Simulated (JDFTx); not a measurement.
Input for a modified build of JDFTx: formamidinium, CH5N2 (SMILES NC=[NH2+]), charge +1, multiplicity 1, linear PCM (GLSSA13), ethylene carbonate, 0.5 M KCl; lengths in bohr, energies in hartree. JDFTx counts charge in electrons: elec-initial-charge is the number of excess electrons. This linear run has a cavity as tight as the nonlinear model's, a pairing that the parameters may not suit. The run starts from orbitals saved by an earlier run of the same system.

```
lattice \
  26.9285972759 0.0000000000 0.0000000000 \
  0.0000000000 24.0940080890 0.0000000000 \
  0.0000000000 0.0000000000 19.3696927774
coords-type Cartesian
ion N -2.1786024693 -0.6441829552 -0.0000263892 0
ion C 0.0000566475 0.5012743913 -0.0001169629 0
ion N 2.1786705550 -0.6442407691 -0.0000703639 0
ion H -2.3143416278 -2.5551916128 0.0000910032 0
ion H -3.8173016679 0.3375888651 0.0000577418 0
ion H 0.0000173650 2.5552451778 0.0000795050 0
ion H 2.3144060140 -2.5552451778 0.0000347239 0
ion H 3.8173016679 0.3376718298 0.0001169629 0
ion-species pseudo/n_pbe_v1.2.upf
ion-species pseudo/c_pbe_v1.2.upf
ion-species pseudo/h_pbe_v1.4.upf
core-overlap-check none
elec-cutoff 20 100
elec-ex-corr gga-PBE
symmetries none
elec-n-bands 9
elec-initial-charge -1
electronic-minimize nIterations 150 energyDiffThreshold 1e-7
fluid LinearPCM
pcm-variant GLSSA13
fluid-solvent EC
fluid-cation K+ 0.5
fluid-anion Cl- 0.5
fluid-minimize nIterations 400 knormThreshold 1e-11
wavefunction read s0.wfns 12
dump-name s5.$VAR
dump End State Ecomponents EigStats BandEigs Forces ElecDensity IonicPositions FluidDebug
```

The log closes as follows.

```
[...]
ElecMinimize: Iter:   9  Etot: -28.579992875859677  |grad|_K:  4.638e-07  alpha:  9.515e-01  linmin: -1.496e-02
ElecMinimize: Iter:  10  Etot: -28.579992913737932  |grad|_K:  3.604e-07  alpha:  6.008e-01  linmin: -6.351e-02
ElecMinimize: Iter:  11  Etot: -28.579992950529537  |grad|_K:  2.545e-07  alpha:  5.473e-01  linmin: -7.605e-02
ElecMinimize: Converged (|Delta Etot|<1.000000e-07 for 2 iters).

# Ionic positions in cartesian coordinates:
ion N  -2.178602469300000  -0.644182955200000  -0.000026389200000 0
ion N   2.178670555000000  -0.644240769100000  -0.000070363900000 0
ion C   0.000056647500000   0.501274391300000  -0.000116962900000 0
ion H  -2.314341627800000  -2.555191612800000   0.000091003200000 0
ion H  -3.817301667900000   0.337588865100000   0.000057741800000 0
ion H   0.000017365000000   2.555245177800000   0.000079505000000 0
ion H   2.314406014000000  -2.555245177800000   0.000034723900000 0
ion H   3.817301667900000   0.337671829800000   0.000116962900000 0

# Forces in Cartesian coordinates:
force N  -0.002146387924236  -0.003489658033612   0.000005951727416 0
force N   0.002159106467954  -0.003473345665533  -0.000019781274629 0
force C  -0.000015260548016   0.011014477423186   0.000014391568295 0
force H   0.001557516242403  -0.021498784207365   0.000001066024439 0
force H  -0.016961601298820   0.015453075030106   0.000001168755802 0
force H   0.000005406477094   0.007795857813319  -0.000007405027435 0
force H  -0.001556804967855  -0.021501588745874  -0.000001259365981 0
force H   0.016960175123704   0.015442403504168   0.000000171014993 0

# Energy components:
   A_diel =       -0.1410106723302254
   Eewald =       25.6793949500675645
       EH =       45.1269073185411003
     Eloc =     -111.1326293073669831
      Enl =        3.8431797364261824
      Exc =       -8.7645582467848335
 Exc_core =        0.2109157504670437
       KE =       16.5963074637276335
  MuShift =        0.0015000567229802
-------------------------------------
     Etot =      -28.5799929505295367


	eMin: -0.866045 at state 0 ( [ +0.000000 +0.000000 +0.000000 ] spin 0 )
	HOMO: -0.215087 at state 0 ( [ +0.000000 +0.000000 +0.000000 ] spin 0 )
```

The run took 12 electronic cycles (a count that differs between repeats, as do the digits past 10⁻⁶ Ha); the highest occupied level lies at -5.85 eV from the bulk liquid; the total lies -4.86 eV from the vacuum run at this geometry.
